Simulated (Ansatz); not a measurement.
**Fields on a plane of BN (h-BN type, space group P6_3/mmc)**

```
BN
1.0
    2.50045     0.00000     0.00000
   -1.25023     2.16545     0.00000
    0.00000     0.00000     6.41121
B N
2 2
Direct
  0.33333   0.66667   0.25000
  0.66667   0.33333   0.75000
  0.33333   0.66667   0.75000
  0.66667   0.33333   0.25000
```

The slice is a (-1 1 0 2) plane (indices of the conventional cell) through the point (0.667, 0.333, 0.750) (fractional), spanned by u = [110] and v = [1 -1 1] in vectors of this cell: u (2.50 Å) and v (7.74 Å, at 90° to u). It covers one period; positions are fractions (u, v).

Atoms on it: B at (0.00, 0.00); N at (0.50, 0.50). Other atoms lie within 1 Å of the plane.

The numbers are results of PBEsol-D3(BJ) (plane waves to 420 eV, PAW, scalar-relativistic; Ansatz, a first-principles code), not measurements. k mesh 15×15×5. These are valence fields of a PAW run, semicore shells included where kept as valence: close to a nucleus they are smooth pseudo fields. BN was relaxed with its symmetry unable to fall.

```tsv
v \ u	0.00	0.12	0.25	0.38	0.50	0.62	0.75	0.88
0.90	-0.4	-0.4	-0.6	-0.8	-0.9	-0.8	-0.6	-0.4
0.80	-1.1	-1.1	-1.3	-1.5	-1.6	-1.5	-1.3	-1.1
0.70	-1.2	-1.2	-1.3	-1.3	-1.3	-1.3	-1.3	-1.2
0.60	-0.4	-0.4	-0.3	-0.2	-0.1	-0.2	-0.3	-0.4
0.50	-0.3	-0.1	0.3	0.6	0.6	0.6	0.3	-0.1
0.40	-0.9	-0.8	-0.5	-0.2	-0.1	-0.2	-0.5	-0.8
0.30	-1.6	-1.5	-1.3	-1.2	-1.2	-1.2	-1.3	-1.5
0.20	-1.4	-1.3	-1.2	-1.0	-1.0	-1.0	-1.2	-1.3
0.10	-0.5	-0.4	-0.2	-0.1	0.0	-0.1	-0.2	-0.4
0.00	-0.6	-0.1	0.0	0.0	0.0	0.0	0.0	-0.1
```

Values: log₁₀ of the valence density in e/Å³. The scale is logarithmic, as a density can span decades between atoms and voids.

```
v \ u   0.00   0.12   0.25   0.38   0.50   0.62   0.75   0.88
-----  -----  -----  -----  -----  -----  -----  -----  -----
0.90   0.060  0.046  0.025  0.014  0.012  0.014  0.025  0.046
0.80   0.018  0.015  0.009  0.005  0.003  0.005  0.009  0.015
0.70   0.008  0.008  0.008  0.008  0.009  0.008  0.008  0.008
0.60   0.051  0.058  0.085  0.143  0.186  0.143  0.085  0.058
0.50   0.012  0.027  0.073  0.085  0.002  0.085  0.073  0.027
0.40   0.010  0.019  0.057  0.138  0.197  0.138  0.057  0.019
0.30   0.003  0.004  0.007  0.010  0.011  0.010  0.007  0.004
0.20   0.006  0.008  0.015  0.024  0.028  0.024  0.015  0.008
0.10   0.043  0.055  0.100  0.200  0.276  0.200  0.100  0.055
0.00   0.001  0.027  0.040  0.038  0.037  0.038  0.040  0.027
```

Values: density of the highest valence band (whole band, smooth part) in e/Å³. 

Element round which the density of the highest valence band (whole band, smooth part) is largest on this plane: N.
